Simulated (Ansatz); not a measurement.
Eigenvalues along a path: Au (hcp type)

```
CELL_PARAMETERS angstrom
2.86112 0.00000 0.00000
-1.43056 2.47780 0.00000
0.00000 0.00000 4.80617
ATOMIC_POSITIONS crystal
Au 0.33333 0.66667 0.25000
Au 0.66667 0.33333 0.75000
```

The cell comes from a relaxation on PAW files under the same functional, begun from a prototype that needn't be the stable phase.

Level of theory: DFT with PBEsol, scalar-relativistic, in Ansatz 0.2.0; a Γ-centred 15×15×8 k mesh, Fermi–Dirac smearing of 0.05 eV, no spin polarisation. LAPW: all electrons, basis error target 1 meV/atom.

Spin–orbit coupling is left out, which matters for the heavy atoms.

Path points, in fractions of the reciprocal vectors: Γ (0.000, 0.000, 0.000), M (0.500, 0.000, 0.000), K (0.333, 0.333, 0.000), A (0.000, 0.000, 0.500), L (0.500, 0.000, 0.500), H (0.333, 0.333, 0.500). Levels in eV from the Fermi level; bands 33 to 48, counted from the lowest band of the run. The gap is zero, the pressure -0.03 GPa.

```
# k(1/Å) point b33 b34 b35 b36 b37 b38 b39 b40 b41 b42 b43 b44 b45 b46 b47 b48
0.000 Γ -9.94 -7.44 -4.87 -4.58 -4.58 -4.27 -4.27 -3.56 -3.56 -2.18 -2.18 -1.25 2.67 14.47 15.59 16.64
0.181 - -9.78 -7.31 -4.93 -4.54 -4.47 -4.33 -4.17 -3.68 -3.62 -2.85 -2.15 -0.37 2.67 14.56 15.81 16.43
0.362 - -9.31 -6.95 -5.09 -4.54 -4.28 -4.18 -4.16 -3.87 -3.79 -3.45 -2.08 0.97 2.67 13.60 15.94 16.03
0.543 - -8.60 -6.56 -5.18 -4.90 -4.72 -4.01 -3.88 -3.76 -3.66 -3.41 -2.02 2.42 2.73 11.09 14.38 15.91
0.725 - -7.80 -6.49 -5.52 -4.95 -4.72 -4.23 -4.02 -3.24 -3.06 -2.86 -1.98 2.94 3.92 8.37 12.83 14.54
0.906 - -7.21 -6.65 -5.98 -4.67 -4.41 -4.30 -4.23 -2.46 -2.29 -2.28 -1.95 3.49 5.40 5.72 11.52 11.78
1.087 - -6.96 -6.81 -6.26 -4.52 -4.36 -4.29 -3.90 -2.01 -1.94 -1.84 -0.96 3.26 4.57 6.66 9.04 10.61
1.268 M -6.91 -6.87 -6.36 -4.56 -4.41 -4.12 -3.75 -1.94 -1.85 -1.67 0.34 1.57 5.70 7.24 7.33 10.28
1.372 - -6.86 -6.82 -6.35 -4.58 -4.42 -4.11 -3.82 -1.96 -1.87 -1.73 0.44 1.60 5.79 7.26 7.33 10.13
1.477 - -6.72 -6.68 -6.33 -4.63 -4.43 -4.08 -4.01 -2.03 -1.91 -1.91 0.69 1.68 6.07 7.00 7.58 9.78
1.582 - -6.50 -6.46 -6.29 -4.69 -4.47 -4.27 -4.04 -2.14 -2.13 -1.98 1.06 1.77 6.51 6.52 7.99 9.46
1.686 - -6.26 -6.22 -6.20 -4.76 -4.57 -4.51 -3.97 -2.36 -2.22 -2.07 1.48 1.85 5.81 7.13 8.53 9.30
1.791 - -6.23 -5.95 -5.94 -4.84 -4.79 -4.58 -3.88 -2.51 -2.30 -2.18 1.91 1.94 4.99 7.87 9.16 9.32
1.895 - -6.21 -5.77 -5.71 -5.06 -4.79 -4.66 -3.79 -2.56 -2.35 -2.31 2.08 2.29 4.21 8.72 9.49 9.86
2.000 K -6.21 -5.66 -5.66 -5.14 -4.74 -4.74 -3.75 -2.46 -2.46 -2.37 2.32 2.32 3.83 9.57 9.81 9.81
2.209 - -6.19 -5.93 -5.65 -5.19 -4.86 -4.51 -3.89 -2.81 -2.32 -2.08 0.99 3.28 4.82 7.15 8.86 10.92
2.418 - -6.30 -6.04 -5.72 -5.55 -4.85 -4.23 -4.21 -3.22 -2.22 -1.99 -0.52 4.21 5.99 6.70 6.93 12.66
2.627 - -7.13 -5.86 -5.69 -5.66 -4.69 -4.59 -3.91 -3.63 -2.46 -2.13 -1.85 3.32 5.01 8.10 9.01 14.48
2.837 - -8.18 -6.23 -5.47 -5.11 -4.69 -4.40 -4.01 -3.66 -3.26 -2.92 -2.08 2.82 3.16 10.91 11.47 15.63
3.046 - -9.11 -6.79 -5.19 -4.54 -4.33 -4.32 -4.03 -3.98 -3.68 -3.44 -2.09 1.41 2.68 13.69 13.80 16.59
3.255 - -9.73 -7.26 -4.95 -4.52 -4.44 -4.35 -4.13 -3.70 -3.68 -2.97 -2.14 -0.18 2.67 14.57 15.88 16.22
3.464 Γ -9.94 -7.44 -4.87 -4.58 -4.58 -4.27 -4.27 -3.56 -3.56 -2.18 -2.18 -1.25 2.67 14.47 15.59 16.64
3.557 - -9.90 -7.45 -4.88 -4.59 -4.59 -4.28 -4.28 -3.52 -3.52 -2.18 -2.18 -1.54 3.05 14.34 15.70 16.54
3.651 - -9.77 -7.46 -4.91 -4.62 -4.62 -4.32 -4.32 -3.43 -3.43 -2.21 -2.20 -2.20 3.96 14.08 15.88 16.27
3.744 - -9.57 -7.49 -4.95 -4.65 -4.65 -4.37 -4.37 -3.30 -3.30 -2.96 -2.24 -2.24 5.13 13.78 15.86 15.91
3.837 - -9.29 -7.56 -4.99 -4.67 -4.67 -4.44 -4.44 -3.66 -3.14 -3.14 -2.30 -2.30 6.43 13.41 15.51 15.54
3.931 - -8.96 -7.70 -5.02 -4.67 -4.67 -4.51 -4.51 -4.23 -2.97 -2.97 -2.39 -2.39 7.80 12.81 15.04 15.20
4.024 - -8.60 -7.92 -4.99 -4.66 -4.66 -4.64 -4.57 -4.57 -2.80 -2.80 -2.50 -2.50 9.20 11.83 14.78 14.93
4.118 A -8.24 -8.24 -4.88 -4.88 -4.62 -4.62 -4.62 -4.62 -2.64 -2.64 -2.64 -2.64 10.58 10.58 14.77 14.77
4.299 - -8.08 -8.08 -5.02 -5.02 -4.62 -4.62 -4.53 -4.53 -2.66 -2.66 -2.58 -2.58 10.67 10.67 14.89 14.89
4.480 - -7.65 -7.65 -5.26 -5.26 -4.67 -4.67 -4.26 -4.26 -2.69 -2.69 -2.40 -2.40 10.89 10.89 14.67 14.67
4.661 - -7.13 -7.13 -5.47 -5.47 -4.67 -4.67 -3.89 -3.89 -2.70 -2.70 -2.16 -2.16 10.97 10.97 13.11 13.11
4.842 - -6.87 -6.87 -5.61 -5.61 -4.22 -4.22 -3.58 -3.58 -2.56 -2.56 -1.85 -1.85 9.65 9.65 12.48 12.48
5.023 - -6.90 -6.90 -5.77 -5.77 -3.45 -3.45 -3.30 -3.30 -2.23 -2.23 -1.37 -1.37 7.35 7.35 12.75 12.75
5.204 - -7.00 -7.00 -5.89 -5.89 -3.44 -3.44 -2.62 -2.62 -1.88 -1.88 -0.41 -0.41 5.14 5.14 13.04 13.04
5.386 L -7.04 -7.04 -5.93 -5.93 -3.44 -3.44 -2.43 -2.43 -1.74 -1.74 0.39 0.39 3.96 3.96 13.15 13.15
5.490 - -6.99 -6.99 -5.91 -5.91 -3.52 -3.52 -2.45 -2.45 -1.84 -1.84 0.60 0.60 3.97 3.97 13.00 13.00
5.595 - -6.87 -6.87 -5.83 -5.83 -3.73 -3.73 -2.60 -2.60 -1.98 -1.98 1.11 1.11 4.01 4.01 11.94 11.94
5.699 - -6.67 -6.67 -5.71 -5.71 -4.02 -4.02 -2.89 -2.89 -2.03 -2.03 1.78 1.78 4.07 4.07 10.69 10.69
5.804 - -6.45 -6.45 -5.54 -5.54 -4.31 -4.31 -3.21 -3.21 -2.05 -2.05 2.51 2.51 4.17 4.17 9.40 9.40
5.908 - -6.22 -6.22 -5.39 -5.39 -4.54 -4.54 -3.48 -3.48 -2.07 -2.07 3.24 3.24 4.33 4.33 8.15 8.15
6.013 - -6.05 -6.05 -5.33 -5.33 -4.64 -4.64 -3.66 -3.66 -2.11 -2.11 3.89 3.89 4.55 4.55 7.05 7.05
6.118 H -5.97 -5.97 -5.35 -5.35 -4.64 -4.64 -3.72 -3.72 -2.12 -2.12 4.28 4.28 4.58 4.58 6.53 6.53
6.327 - -6.15 -6.15 -5.29 -5.29 -4.64 -4.64 -3.72 -3.72 -2.02 -2.02 2.55 2.55 5.54 5.54 7.74 7.74
6.536 - -6.34 -6.34 -5.29 -5.29 -4.66 -4.66 -3.80 -3.80 -1.89 -1.89 0.44 0.44 7.24 7.24 9.60 9.60
6.745 - -6.47 -6.47 -5.33 -5.33 -4.95 -4.95 -3.67 -3.67 -2.04 -2.04 -1.23 -1.23 9.44 9.44 11.44 11.44
6.954 - -6.82 -6.82 -5.48 -5.48 -4.93 -4.93 -3.69 -3.69 -2.55 -2.55 -1.99 -1.99 11.04 11.04 12.96 12.96
7.163 - -7.48 -7.48 -5.34 -5.34 -4.74 -4.74 -4.12 -4.12 -2.70 -2.70 -2.32 -2.32 10.98 10.98 14.78 14.78
7.372 - -8.03 -8.03 -5.05 -5.05 -4.62 -4.62 -4.49 -4.49 -2.66 -2.66 -2.55 -2.55 10.70 10.70 14.92 14.92
7.582 A -8.24 -8.24 -4.88 -4.88 -4.62 -4.62 -4.62 -4.62 -2.64 -2.64 -2.64 -2.64 10.58 10.58 14.77 14.77
```
